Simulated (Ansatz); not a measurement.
**Calculated with Ansatz: KCl, single run**

Input:

```yaml
crystal:
  lattice:
    - [0.0, 3.153899, 3.153899]
    - [3.153899, 0.0, 3.153899]
    - [3.153899, 3.153899, 0.0]
  atoms:
    - { symbol: K, position: [0.0, 0.0, 0.0] }
    - { symbol: Cl, position: [0.5, 0.5, 0.5] }
  symmetry: { tolerance: 0.0003 }
kpoints:
  mp_grid: { grid: [5, 5, 5], shift: [0, 0, 0] }
magnetization:
  spin_polarized: false
scf:
  occupations: { method: methfessel_paxton, width: 0.0166 }
  mixing: { preconditioner: resta }
hamiltonian:
  pseudopotentials: { kind: paw }
  xc: r2scan
basis:
  ecutwfc: 500
output:
  forces: true
  stress: true
  eigenvalues: true
```

Run with:

```bash
ansatz run input.yaml --threads 1 --pin off --max-ram 2560MiB --backend cpu --events-out ev --progress --plain --runs-dir out
```

Origin of the cell: a database entry, scaled a little.

Output (shortened):

```
Pseudopotentials: kind: paw
Pseudopotential: K, paw, valence charge 9, recommended cutoff 500 eV (meta_gga), K.paw.azcp
Pseudopotential: Cl, paw, valence charge 7, recommended cutoff 500 eV (meta_gga), Cl.paw.azcp
Functional definition: r2SCAN
  exchange = r2scan_x(k0 = k0, k1 = k1, a1 = a1)
  correlation = r2scan_c
Crystal: 2 atoms, lattice volume = 62.744 Å³
Basis set: ecut = 500 eV, 1639 PW (Γ), exchange–correlation on 144×144×144 points (64 copies of the dense FFT grid, shifted against one another)
Bands: 12, of which v1, the nominal top of the filled ones, is band 8 counted from 1 (7 counted from 0)
Symmetry: 48 space group operations
Space group: Fm-3m (ITA 225), of the structure as read, at distance tolerance 1.2e-3 Å
[… 7 lines left out …]
Initial density: superposition of atomic densities (neutral atoms: chi_scale 0, normalization atom), corrected by the library's trained network
Functional: x = r2scan, c = r2scan; τ floored in thin density (d = 2e-4 eV/Å³)
SCF iter   1: F=—  HF=-2630.455109 eV  Δρ=3.89e-3  dr2=5.10e-3  dr2_τ=1.42e-3
SCF iter   2: F=—  HF=-2630.472931 eV  S|Δr|=    0.00e0  Δρ=1.82e-3  dr2=9.59e-4  dr2_τ=5.40e-5
SCF iter   3: F=—  HF=-2630.472897 eV  S|Δr|=    0.00e0  Δρ=2.89e-4  dr2=3.34e-5  dr2_τ=3.27e-6
SCF iter   4: F=—  HF=-2630.472923 eV  S|Δr|=    0.00e0  Δρ=5.53e-5  dr2=1.79e-6  dr2_τ=1.25e-7
SCF iter   5: F=—  HF=-2630.472924 eV  S|Δr|=    0.00e0  Δρ=4.01e-5  dr2=1.13e-6  dr2_τ=1.58e-7
SCF iter   6: F=—  HF=-2630.472924 eV  S|Δr|=    0.00e0  Δρ=1.33e-5  dr2=1.21e-7  dr2_τ=3.35e-9
SCF iter   7: F=-2630.472924 eV  HF=-2630.472924 eV  S|Δr|=    0.00e0  Δρ=3.05e-6  dr2=6.42e-9  dr2_τ=2.18e-10
SCF 1 converged in 7 iterations: F = -2630.472924 eV  dr2 = 6.42e-9
SCF converged after 7 iterations
Stability not checked: this state was not tested for a lower state beside it, because cold or Methfessel-Paxton smearing, or corrected tetrahedra, fill the levels in a way that the test cannot read (fill_not_monotonic; […]
Free energy (F): -2630.472924 eV
Harris-Foulkes:  -2630.472924 eV  (|F-HF|=4.62e-9)
Internal energy: -2630.472924 eV  (E = F + TS)
E sigma→0 (E₀):  -2630.472924 eV
Fermi energy:    3.287656 eV
--- Per-component energies (eV) ---
  E_band       = -143.575325
  E_kinetic    = 415.579220
  E_local      = -836.717121  (includes V_loc(G=0)·N_el)
  E_nonlocal   = 40.788879
  E_hartree    = 280.534442
  E_xc         = -238.840978
  E_vxc        = -322.277719  (∫ρ·V_xc dr)
  E_paw        = -1454.440475  (= ΣΔE_a)
  E_vpaw       = -20.483550  (= ΣTr[D̂ρ^β])
  E_aug_tail   = 0.000036  (compensation charges beyond the density's cutoff)
  E_vtau       = 18.466579  (kinetic-family band-sum trace: ∫τ·v_τ [+ j·A + Jᵃ·Aᵃ] dr)
  E_ewald      = -837.044335
  E_core_change = -0.332592  (= ΣΔE_core)
  E_smearing   = -0.000000  (= −TS)
  Σ components = -2630.472924   (vs F -2630.472924, Δ=0.00e0)
--- Forces (eV/Å), atoms counted from 1 ---
  atom   1  K     -0.000000     0.000000    -0.000000
  atom   2  Cl     0.000000    -0.000000    -0.000000
  max |Σ_I F_I| component: 0.0 eV/Å
--- Stress (GPa, compression-positive) ---
       -0.131898       0.000000       0.000000
        0.000000      -0.131898       0.000000
        0.000000       0.000000      -0.131898
  P = ⅓ Tr σ = -0.1319 GPa (-1.319 kbar)
```

It ran for 2.4 s on 1 thread of Arm Neoverse V2 (shared host), peak memory 0.47 GiB, from the program's own first density.
